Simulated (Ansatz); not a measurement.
Given:

TiTe2 (CdI2 type)

```
CELL_PARAMETERS angstrom
      3.69732     0.00000     0.00000
     -1.84866     3.20197     0.00000
      0.00000     0.00000     6.38398
ATOMIC_POSITIONS crystal
  Ti 0.00000 0.00000 0.00000
  Te 0.33333 0.66667 0.27110
  Te 0.66667 0.33333 0.72890
```

This relaxed cell (volume V₀) is scaled evenly in all directions, its shape held. The atoms relax within the cell's symmetry.

Method: PBE-D3(BJ) (plane waves to 420 eV, PAW, scalar-relativistic; Ansatz, a program for electronic structure). k mesh 15×15×8 (Γ-centred), Fermi-Dirac smearing 0.05 eV. Energies are smeared free energies. Stress and pressure are positive under compression. With the shape held, the modulus is that of even scaling; a crystal free to change shape is softer. Spin-orbit coupling is left out, though Te is heavy. TiTe2 is run without spin polarisation. TiTe2 was relaxed with its symmetry unable to fall. The zero of ΔE is the relaxed starting cell.

The scan covers V/V₀ from 0.840 to 1.160 in 11 points.

Problem. What is ΔE at V/V₀ = 0.840?

Solution. 126 meV/atom.

Problem. What pressure does the cell carry at V/V₀ = 0.840?

Solution. 12.2 GPa.

(A scan under strain: stresses follow from slopes of the energy per volume, elastic moduli from its curvatures.)
